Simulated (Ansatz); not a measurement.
Starting cell, V (bcc, W type):

```yaml
crystal:
  lattice:
    - [-2.95873, 2.95873, 2.95873]
    - [1.47937, -1.47937, 1.47937]
    - [1.47937, 1.47937, -1.47937]
  atoms:
    - { symbol: V, position: [0.00000, 0.00000, 0.00000] }
    - { symbol: V, position: [0.50000, 0.00000, 0.00000] }
```

In this cell atom 2 (V, nearest neighbour V at 2.562 Å; its periodic images, 2.6 Å or more away, move with it) is moved by s along Cartesian x, unit vector (1.000, 0.000, 0.000); all other atoms and the cell stay fixed.

Computed with PBEsol (plane waves to 420 eV, PAW, scalar-relativistic; Ansatz, a program for electronic structure). k mesh 9×18×18 (Γ-centred), Fermi-Dirac smearing 0.05 eV. The energy includes the smearing's −TS. With partly filled bands, energies and forces of such displacements shift with the k mesh and the smearing. V is run without spin polarisation. V was relaxed with its symmetry unable to fall. The zero of ΔE is the undisplaced structure. The last digit holds for this mesh only.

| s (Å) | ΔE (meV/cell) |
|---|---|
| -0.510 | 408.0 |
| -0.408 | 312.6 |
| -0.306 | 203.7 |
| -0.204 | withheld |
| -0.102 | 27.0 |
| 0.000 | 0.0 |
| 0.102 | 27.0 |
| 0.204 | withheld |
| 0.306 | 203.7 |
| 0.408 | 312.6 |
| 0.510 | 408.0 |

Fit an even polynomial form (powers 2, 4, 6) to the given rows and predict ΔE at s = -0.204.

Least squares on the 9 given rows: ΔE = (2634)·s² + (-5342)·s⁴ + (4785)·s⁶, in meV/cell with s in Å; root-mean-square residual 0.10 meV/cell. At -0.204 the fit gives 100.7 meV/cell; the calculation gives 100.9 meV/cell, so the interpolation is off by -0.2 (-0.2 %). The quadratic term alone would give 109.6 meV/cell.

(For displaced atoms, the force is minus the slope of the energy, and its curvature is a force constant, which sets phonon frequencies.)
